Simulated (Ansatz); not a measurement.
The elements of this relaxed trial crystal are hidden behind letters.

```
lattice vectors (Å)
   2.8725    0.0000    0.0000
  -1.4363    2.4877    0.0000
   0.0000    0.0000   13.9645
fractional positions
X 0.0000 0.0000 0.0000
Z 0.6667 0.3333 0.1624
Z 0.0000 0.0000 0.3285
Z 0.6667 0.3333 0.5000
Z 0.0000 0.0000 0.6715
Z 0.6667 0.3333 0.8376
```

All numbers below come from DFT PBE, scalar-relativistic, plane waves, PAW in Ansatz 0.2.0. Cutoff 420 eV, Γ-centred 18×18×4 mesh (6-atom cell), Gaussian smearing of 0.10 eV, no spin polarisation.

| Quantity | Value |
| --- | --- |
| Space group | P-6m2 (No. 187) |
| Conventional cell | a = 2.873 Å, c = 13.964 Å |
| Volume per atom | 16.63 Å³ |
| Density | 3.04 g/cm³ |
| Energy over the elements | −0.07 eV/atom |
| Gap on the 18×18×4 mesh of the 6-atom cell | 0 eV (a metal) |

Energies are uncorrected and count from the elements' standard states at the same level.

Question: X is a d-block element of period 4 and Z is a p-block element of period 3. Which elements are they?

Answer: X = Ti, Z = Al, so the formula is TiAl5. Density times volume gives a mean mass of 3.04 × 16.63/1.6605 = 30.4 u per atom, and this set has 30.5 u. Among the elements that the hints allow, noble gases aside, only these give it. Around Ti lie 6 Al at 2.81 Å and 6 Ti at 2.87 Å; around Al on a site of symmetry 3m lie 3 Ti at 2.81 Å and 9 Al at 2.85–2.87 Å; around Al on a second site of symmetry 3m lie 12 Al at 2.85–2.91 Å; 1 more site not described.

A structure relaxed within its symmetry needn't be a true minimum. Another cell of TiAl5 relaxed alike, in I4/mmm, lies 27 meV/atom lower, so this cell isn't the stable form at this level.
